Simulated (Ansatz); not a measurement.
Relaxed Be (hcp, Mg type):

```yaml
crystal:
  lattice:
    - [4.52742, 0.00000, 0.00000]
    - [-1.13186, 1.96043, 0.00000]
    - [0.00000, 0.00000, 3.56389]
  atoms:
    - { symbol: Be, position: [0.16667, 0.66667, 0.75000] }
    - { symbol: Be, position: [0.66667, 0.66667, 0.75000] }
    - { symbol: Be, position: [0.33333, 0.33333, 0.25000] }
    - { symbol: Be, position: [0.83333, 0.33333, 0.25000] }
```

The atoms are displaced by Q × the pattern below (from a DFPT mode at M = (0.5, 0.0, 0.0), largest move 1; Q in Å), at fixed cell. (q is in reciprocal vectors of the primitive cell; the cell shown is doubled to hold the pattern.)

```
atom       x       y      z
----  ------  ------  -----
Be1   -0.500   0.866  0.000
Be2    0.500  -0.866  0.000
Be3   -0.500   0.866  0.000
Be4    0.500  -0.866  0.000
```

Computed with r2SCAN (plane waves to 500 eV, PAW, scalar-relativistic; Ansatz, an electronic-structure program). k mesh 23×23×13 (Γ-centred), Fermi-Dirac smearing 0.05 eV. E stands for the smeared free energy. With partly filled bands, energies and forces of such displacements shift with the k mesh and the smearing. Be was relaxed with its symmetry unable to fall. The zero of ΔE is the undisplaced structure. The last digit holds for this mesh only.

```json
[
 {"Q (Å)": "-0.1000", "ΔE (meV/cell)": "withheld"},
 {"Q (Å)": "-0.0833", "ΔE (meV/cell)": "77.6"},
 {"Q (Å)": "-0.0667", "ΔE (meV/cell)": "49.9"},
 {"Q (Å)": "-0.0500", "ΔE (meV/cell)": "28.2"},
 {"Q (Å)": "-0.0333", "ΔE (meV/cell)": "12.5"},
 {"Q (Å)": "-0.0167", "ΔE (meV/cell)": "3.1"},
 {"Q (Å)": "0.0000", "ΔE (meV/cell)": "0.0"},
 {"Q (Å)": "0.0167", "ΔE (meV/cell)": "3.1"},
 {"Q (Å)": "0.0333", "ΔE (meV/cell)": "12.5"},
 {"Q (Å)": "0.0500", "ΔE (meV/cell)": "28.2"},
 {"Q (Å)": "0.0667", "ΔE (meV/cell)": "49.9"},
 {"Q (Å)": "0.0833", "ΔE (meV/cell)": "77.6"},
 {"Q (Å)": "0.1000", "ΔE (meV/cell)": "withheld"}
]
```

Q: Fit an even polynomial form (powers 2, 4) to the given rows and predict ΔE at Q = 0.1000.

A: Least squares on the 11 given rows: ΔE = (11300)·Q² + (-17250)·Q⁴, in meV/cell with Q in Å; root-mean-square residual 0.04 meV/cell. At 0.1000 the fit gives 111.3 meV/cell; the calculation gives 111.2 meV/cell, so the extrapolation is off by 0.1 (+0.1 %). The quadratic term alone would give 113.0 meV/cell.

(A displaced cell: forces are minus the slopes of the energy, force constants its curvatures, and phonons follow from these.)
